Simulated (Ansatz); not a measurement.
Structure types of Be were relaxed at one common pressure (all-electron LAPW in Ansatz 0.2.0 under PBEsol, scalar-relativistic, no spin polarisation, zero temperature). They take these volumes:

```csv
type,space group,V (Å³/atom)
fcc,Fm-3m,3.80
bcc,Im-3m,3.79
hcp,P6_3/mmc,3.82
beta tin,I4_1/amd,3.94
sc,Pm-3m,4.08
simple hexagonal,P6/mmm,3.94
```

Task: At about which pressure, and is the densest type also the lowest in enthalpy?

Result: 290 GPa. The densest types tie within 0.02 Å³/atom, and hcp is the lowest in enthalpy.
